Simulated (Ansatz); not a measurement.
**Computed energy against volume: SiO2 (space group P6_222)**

SiO₂ (space group P6_222)

```cif
data_O6Si3
_chemical_formula_sum 'Si3 O6'
_space_group_name_H-M_alt 'P 1'
_space_group_IT_number 1
_cell_length_a 5.05941
_cell_length_b 5.05941
_cell_length_c 5.54082
_cell_angle_alpha 90.000
_cell_angle_beta 90.000
_cell_angle_gamma 120.000
loop_
_space_group_symop_operation_xyz
  'x, y, z'
loop_
_atom_site_label
_atom_site_type_symbol
_atom_site_fract_x
_atom_site_fract_y
_atom_site_fract_z
_atom_site_occupancy
Si1 Si 0.00000 0.50000 0.66667 1
Si2 Si 0.50000 0.00000 0.00000 1
Si3 Si 0.50000 0.50000 0.33333 1
O1 O 0.79175 0.58350 0.50000 1
O2 O 0.20825 0.79175 0.83333 1
O3 O 0.41650 0.20825 0.16667 1
O4 O 0.20825 0.41650 0.50000 1
O5 O 0.79175 0.20825 0.83333 1
O6 O 0.58350 0.79175 0.16667 1
```

This relaxed cell (volume V₀) is scaled evenly in all directions, its shape held. The atoms relax within the cell's symmetry.

Computed with r2SCAN (plane waves to 500 eV, PAW, scalar-relativistic; Ansatz, an electronic-structure program). k mesh 8×8×6 (Γ-centred), Fermi-Dirac smearing 0.05 eV. E stands for the smeared free energy. Compression counts positive. With the shape held, the modulus is that of even scaling; a crystal free to change shape is softer. SiO2 was relaxed with its symmetry unable to fall. ΔE is measured from the relaxed starting cell.

```csv
V/V₀,ΔE (meV/atom),P (GPa)
0.900,70.4,17.6
0.920,43.9,13.6
0.940,24.1,9.8
0.960,10.4,6.3
0.980,2.5,3.0
1.000,0.0,0.0
1.020,2.4,-2.8
1.040,9.5,-5.5
1.060,20.8,-7.8
1.080,36.1,-10.1
1.100,55.1,-12.2
```

What the scan shows:

```
Quantity                                                                       Value
---------------------------------------------------------------------  -------------
Pressure at the smallest volume                                             17.6 GPa
Energy cost of the largest compression                                 70.4 meV/atom
Energy cost of the largest expansion                                   55.1 meV/atom
Bulk modulus at fixed cell shape B₀ (third-order Birch-Murnaghan fit)        146 GPa
Pressure derivative B₀′ (fit)                                                    2.7
Equilibrium volume of the fit                                          13.65 Å³/atom
Pressure for 5 % compression (fit)                                           8.0 GPa
```

(A scan under strain: stresses follow from slopes of the energy per volume, elastic moduli from its curvatures.)
